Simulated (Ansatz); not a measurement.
Data:

B2Ru:
```cif
data_B4Ru2
_chemical_formula_sum 'B4 Ru2'
_space_group_name_H-M_alt 'Pmmn :1'
_space_group_IT_number 59
_space_group_name_Hall 'P 2 2ab -1ab'
_cell_length_a 2.84943
_cell_length_b 4.62552
_cell_length_c 4.02414
_cell_angle_alpha 90.000
_cell_angle_beta 90.000
_cell_angle_gamma 90.000
loop_
_space_group_symop_operation_xyz
  'x, y, z'
  '-x, -y, z'
  'x+1/2, -y+1/2, -z'
  '-x+1/2, y+1/2, -z'
  '-x+1/2, -y+1/2, -z'
  'x+1/2, y+1/2, -z'
  '-x, y, z'
  'x, -y, z'
loop_
_atom_site_label
_atom_site_type_symbol
_atom_site_symmetry_multiplicity
_atom_site_Wyckoff_symbol
_atom_site_fract_x
_atom_site_fract_y
_atom_site_fract_z
_atom_site_occupancy
B1 B 4 e 0.00000 0.19607 0.36254 1
Ru1 Ru 2 a 0.00000 0.00000 0.84859 1
```

This is the PBEsol-relaxed structure.

### Question
All from PBEsol in the plane-wave PAW code Ansatz, unless another level is named. Give the electronic character.

### Answer
metallic (no gap).

### Question
Next, the density of states at the Fermi level?

### Answer
0.19 states/eV per atom (mean over ±0.08 eV).

### Question
Next, the formation energy from the elements (no fitted shifts)?

### Answer
-0.32 eV/atom.

### Question
Next, the gap with spin–orbit coupling?

### Answer
none (metallic).

The workflow started from a Materials Project entry (that database holds measured and hypothetical structures alike); the Crystallography Open Database files this formula in space group No. 59, but the cells were not matched. Its standing as an ambient phase is unchecked. The cell was relaxed with PBEsol under the symmetry of its start; its stability against distortions is not shown here. No spin polarisation was allowed. The references are the lowest solids computed at this level, not always the standard phases. Spin–orbit coupling is left out wherever it is not named.

Potentials: the later of the program's two PAW sets.
